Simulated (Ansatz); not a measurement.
YN, in the lowest among the structures calculated here: Fm-3m (No. 225), cF8, rock salt type; a = b = c = 4.906 Å, α = β = γ = 90.00°; N 4a (0.000, 0.000, 0.000); Y 4b (0.500, 0.500, 0.500). Method: PBE (plane waves to 420 eV, PAW, scalar-relativistic; Ansatz, a first-principles code). Element references, the lowest calculated here: N (Pa-3), Y (P6₃/mmc); gases are represented by their molecular solids.

**Question.** Predict the formation energy of this Fm-3m form of YN from the elements from PBE.

**Answer.** -1.69 eV/atom.

Static energies, no anion corrections, no zero-point energy. Values are rounded to 0.01 eV/atom. The compounds carry no spin polarisation.
